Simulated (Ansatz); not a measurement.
Te2Mo:
```
CELL_PARAMETERS angstrom
      3.54618     0.00000     0.00000
     -1.77309     3.07108     0.00000
      0.00000     0.00000    14.25848
ATOMIC_POSITIONS crystal
  Te 0.33333 0.66667 0.62432
  Te 0.66667 0.33333 0.37568
  Te 0.66667 0.33333 0.12432
  Te 0.33333 0.66667 0.87568
  Mo 0.33333 0.66667 0.25000
  Mo 0.66667 0.33333 0.75000
```

Relaxed with r²SCAN+D4. Special points in fractions of this cell's reciprocal vectors: Γ (0.000, 0.000, 0.000); M (0.500, 0.000, 0.000); K (0.333, 0.333, 0.000); A (0.000, 0.000, 0.500); L (0.500, 0.000, 0.500); H (0.333, 0.333, 0.500).

### Question
List the band energies nearest the valence-band maximum at these points for DFT-r²SCAN+D4 in the program Ansatz with PAW potentials.

### Answer
In eV from the valence-band maximum; about four levels below and three above (degenerate sets whole), none deeper than 8.9 eV; points with the same levels are listed once.

```json
[
 {"k": "Γ", "below": "-1.12 -1.12 -0.94 -0.54 0.00", "above": "3.00 3.00 3.10 3.10"},
 {"k": "M", "below": "-0.97 -0.93 -0.70 -0.49", "above": "1.32 1.37 1.59"},
 {"k": "K", "below": "-1.94 -1.94 -0.24 -0.06", "above": "1.01 1.01 1.45"},
 {"k": "A", "below": "-1.14 -1.14 -1.14 -1.14 -0.12 -0.12", "above": "3.03 3.03 3.03 3.03"},
 {"k": "L", "below": "-0.94 -0.94 -0.60 -0.60", "above": "1.35 1.35 1.73 1.73"},
 {"k": "H", "below": "-2.05 -2.05 -0.17 -0.17", "above": "1.02 1.02 1.84 1.84"}
]
```

Space group P6_3/mmc. The r²SCAN+D4 relaxation kept the symmetry of its start. The run is not spin-polarised. Spin–orbit coupling is left out wherever it is not named.

Potentials: the earlier of the program's two PAW sets.
